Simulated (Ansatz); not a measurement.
# MgSn3S6: relaxed-ion elastic tensor

The calculation used Ansatz 0.2.0, DFT PBE, scalar-relativistic, plane waves, PAW. Cutoff 420 eV, 6×6×6 k-points (Γ-centred), fixed occupations. No spin polarisation.

The cell, relaxed at this level:
```yaml
crystal:
  lattice:
    - [6.47246, 0.00000, 0.00000]
    - [-3.23623, 5.60532, 0.00000]
    - [0.00000, 0.00000, 6.79705]
  atoms:
    - { symbol: Mg, position: [0.00000, 0.00000, 0.00000] }
    - { symbol: Sn, position: [0.33333, 0.66667, 0.00000] }
    - { symbol: Sn, position: [0.66667, 0.33333, 0.00000] }
    - { symbol: Sn, position: [0.00000, 0.00000, 0.50000] }
    - { symbol: S, position: [0.33902, 0.00000, 0.21491] }
    - { symbol: S, position: [0.00000, 0.33902, 0.21491] }
    - { symbol: S, position: [0.66098, 0.66098, 0.21491] }
    - { symbol: S, position: [0.00000, 0.66098, 0.78509] }
    - { symbol: S, position: [0.66098, 0.00000, 0.78509] }
    - { symbol: S, position: [0.33902, 0.33902, 0.78509] }
```

It was reached by relaxing an invented guess, and it needn't be the stable form of this composition. Spin–orbit coupling is left out, which matters for heavy elements.

Question: Give the relaxed-ion elastic constants (GPa, Voigt order xx yy zz yz xz xy, on the Cartesian axes of the cell above).

Answer:
```
98.3 32.9 20.4  0.0 -5.4  0.0
32.9 98.3 20.4  0.0  5.4  0.0
20.4 20.4 58.2  0.0  0.0  0.0
 0.0  0.0  0.0 17.4  0.0  5.4
-5.4  5.4  0.0  0.0 17.4  0.0
 0.0  0.0  0.0  5.4  0.0 32.7
```

Question: Is the crystal stable against homogeneous strain?

Answer: Yes: the least eigenvalue of the tensor is 15.6 GPa.

Question: And the moduli of a polycrystal (Hill averages)?

Answer: B = 43 GPa, G = 24 GPa, E = 60 GPa, ν = 0.26.
